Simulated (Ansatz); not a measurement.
SiGe$_{3}$:
```
SiGe3
1.0
    3.96664     0.00000     0.00000
    0.00000     3.96664     0.00000
    0.00000     0.00000     5.59428
Si Ge
1 3
Direct
  0.00000   0.00000   0.00000
  0.50000   0.00000   0.24409
  0.50000   0.50000   0.50000
  0.00000   0.50000   0.75591
```

Relaxed with PBEsol. Special points in fractions of this cell's reciprocal vectors: Γ (0.000, 0.000, 0.000); X (0.000, 0.500, 0.000); M (0.500, 0.500, 0.000); Z (0.000, 0.000, 0.500); R (0.000, 0.500, 0.500); A (0.500, 0.500, 0.500).

Task: List the band energies nearest the valence-band maximum at these points for plane-wave PAW PBEsol (Ansatz code).

Result: In eV from the valence-band maximum; about four levels below and three above (degenerate sets whole), none deeper than 8.9 eV; points with the same levels are listed once.

```json
[
 {"k": "Γ", "below": "-3.06 -3.06 -0.06 0.00 0.00", "above": "0.59 0.61 0.90"},
 {"k": "X", "below": "-3.91 -3.81 -1.64 -1.34", "above": "1.88 2.20 4.61"},
 {"k": "M", "below": "-3.10 -3.03 -3.03 -2.96", "above": "0.41 0.59 0.59"},
 {"k": "Z", "below": "-2.17 -2.17 -1.89 -1.89", "above": "0.74 1.14 2.77"},
 {"k": "R", "below": "-1.55 -1.37 -1.33 -1.20", "above": "0.22 0.68 3.37"},
 {"k": "A", "below": "-3.98 -3.91 -3.91 -3.91", "above": "4.25 4.25 4.43"}
]
```

Space group P-4m2. The start of the workflow was typed in or built on a structure type; neither database checked (COD, Materials Project) lists it. Whether it is the stable phase at ambient conditions was not checked. The cell was relaxed with PBEsol under the symmetry of its start; whether a distortion lowers the energy is not shown. Scalar-relativistic: spin–orbit coupling is off unless named, which matters more the heavier the elements.

Potentials: the later of the program's two PAW sets.
